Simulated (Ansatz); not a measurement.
**Step by step: V3Pt, relaxation of cell and atoms**

All numbers below come from Ansatz 0.2.0, DFT, LDA, PAW with Ansatz's default frozen-core files, scalar-relativistic.

Command: `ansatz run input.yaml --threads 1 --pin off --max-ram 6144MiB --backend cpu --events-out ev --progress --plain --runs-dir out` The run took 74 s on 1 thread of Arm Neoverse V1, with other jobs on the host.

```yaml
crystal:
  lattice:
    - [3.8784215365, 0.0, 0.0]
    - [0.0, 3.8784215365, 0.0]
    - [0.0, 0.0, 3.8784215365]
  atoms:
    - { symbol: V, position: [0.0, 0.5, 0.5], spin: 1.5 }
    - { symbol: V, position: [0.5, 0.0, 0.5], spin: 1.5 }
    - { symbol: V, position: [0.5, 0.5, 0.0], spin: 1.5 }
    - { symbol: Pt, position: [0.0, 0.0, 0.0] }
magnetization:
  spin_polarized: true
kpoints:
  mp_grid: { grid: [9, 9, 9] }
scf:
  occupations: { method: fermi_dirac, width: 0.05 }
hamiltonian:
  xc: lda
  pseudopotentials: { kind: paw }
output:
  forces: true
  stress: true
  efg: { contact_densities: true }
relax:
  f_tol: 0.005
  max_steps: 80
  cell: {}
```

Spin–orbit coupling is left out, though it moves levels of the heavy atoms by tenths of an eV or more.

The run is spin-polarised from parallel moments and ends with 0.00 μB in the cell; other orders may lie lower.

The geometry is COD entry 2310268, unchecked; take it as a test cell. The listed cell was then made from it by scaling, straining or moving an atom.

The cutoff is 420 eV; energies and pressures of the walk include the program's estimate of the Pulay term. The PAW files were made with PBE; their cores are remade for this functional.

Each frame lists the cell vectors (Å), then Cartesian positions (Å); symmetry keeps all forces zero. Free energies count from the first step, -20826.9753 eV.

The walk took 8 evaluations in all; steps that aren't listed are left out.

Step 1: E = 0.0 meV, P = -19.67 GPa

```
cell 3.8784 0.0000 0.0000 0.0000 3.8784 0.0000 0.0000 0.0000 3.8784
V     0.0000    1.9392    1.9392
V     1.9392    0.0000    1.9392
V     1.9392    1.9392    0.0000
Pt    0.0000    0.0000    0.0000
```

Step 2: E = -264.4 meV, P = 13.93 GPa

```
cell 3.6893 0.0000 0.0000 0.0000 3.6893 0.0000 0.0000 0.0000 3.6893
V     0.0000    1.8447    1.8447
V     1.8447    0.0000    1.8447
V     1.8447    1.8447    0.0000
Pt    0.0000    0.0000    0.0000
```

Step 3:

```
cell 3.7632 0.0000 0.0000 0.0000 3.7632 0.0000 0.0000 0.0000 3.7632
V     0.0000    1.8816    1.8816
V     1.8816    0.0000    1.8816
V     1.8816    1.8816    0.0000
Pt    0.0000    0.0000    0.0000
```

Give the energy, pressure of step 3.

E = -368.6 meV, P = -2.09 GPa
```
V     0.0000    1.8816    1.8816
V     1.8816    0.0000    1.8816
V     1.8816    1.8816    0.0000
Pt    0.0000    0.0000    0.0000
```

How does the relaxation end?

It converges, with a = 3.752 Å, b = 3.752 Å, c = 3.752 Å, α = 90.00°, β = 90.00°, γ = 90.00° (conventional cell, space group Pm-3m). The last solve (on a basis chosen afresh for the final cell, so its energy is not quite comparable) gives E = -370.2 meV, P = 0.00 GPa:
```
cell 3.7521 0.0000 0.0000 0.0000 3.7521 0.0000 0.0000 0.0000 3.7521
V     0.0000    1.8760    1.8760
V     1.8760    0.0000    1.8760
V     1.8760    1.8760    0.0000
Pt    0.0000    0.0000    0.0000
```
